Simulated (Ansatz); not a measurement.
TiAl3 in space group I4/mmm (No. 139; Ti on 2a, Al on 2b, Al on 4d) at seven volumes, PBE in the plane-wave PAW code Ansatz, shape and atoms relaxed at each. One row is withheld.

| V (Å³/atom) | P (GPa) |
|---|---|
| 14.502 | 12.07 |
| 14.980 | 7.41 |
| 15.458 | 3.42 |
| 15.936 | 0.00 |
| 16.414 | -2.94 |
| 16.892 | ? |
| 17.370 | -7.62 |

**Question.** Fit the shown pressures and predict the withheld one.

**Answer.** P = (3/2)B₀(x^(7/2) − x^(5/2))[1 + (3/4)(B′ − 4)(x − 1)] with x = (V₀/V)^(2/3). Least squares on the six rows gives V₀ = 15.936 Å³/atom, B₀ = 106 GPa, B′ = 4.10. At V = 16.892, x = 0.9619 and P = -5.48 GPa. The run itself gave -5.46 GPa.

Symmetry was held in the PBE relaxation; of distortions, only those at the zone centre were tested. The run is not spin-polarised.

Potentials: the later of the program's two PAW sets.
